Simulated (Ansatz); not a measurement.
**Ge: computed property card**

Ge:
Space group Fd-3m, origin choice 1 (No. 227); a = 15.463 Å, b = 15.463 Å, c = 15.463 Å, α = 90.00°, β = 90.00°, γ = 90.00°

```json
[
 {"atom": "Ge", "site": "8b", "symmetry": "-43m", "x": "0.5000", "y": "0.5000", "z": "0.5000"},
 {"atom": "Ge", "site": "32e", "symmetry": ".3m", "x": "0.4081", "y": "0.4081", "z": "0.4081"},
 {"atom": "Ge", "site": "96g", "symmetry": "..m", "x": "0.0575", "y": "0.0575", "z": "0.2547"}
]
```
(The calculation used a cell of 34 atoms; values per cell refer to that cell.)

Space group Fd-3m (No. 227); conventional cell a = 15.4631 Å, b = 15.4631 Å, c = 15.4631 Å, α = 90.00°, β = 90.00°, γ = 90.00°.

Method: PBE in the plane-wave PAW code Ansatz. The cell and atoms are relaxed at this level. Other levels are named where they apply.

**Cell and energy**

```yaml
volume_per_atom: 27.19 Å³
density: 4.44 g/cm³
```

**Electronic structure**

```yaml
band_gap: 0.64 eV (direct)
valence_band_maximum: at L
conduction_band_minimum: at L (4 equivalent valleys)
electron_effective_mass: 0.15, 0.15, 0.21 mₑ (principal values)
hole_effective_mass: 0.26, 0.26, 2.4 mₑ (principal values)
```

**Mechanics**

```yaml
Bulk modulus (Birch–Murnaghan fit): 52.0 GPa
Pressure derivative B′: 4.9
```

The first step of the workflow began from a Materials Project structure, measured or hypothetical. Its sites differ from those of the usual phase in this space group: another stacking or structure type. The PBE relaxation kept the symmetry of its start; its stability against distortions is not shown here. Scalar-relativistic: spin–orbit coupling is off unless named, which matters more the heavier the elements.

Potentials: the earlier of the program's two PAW sets.
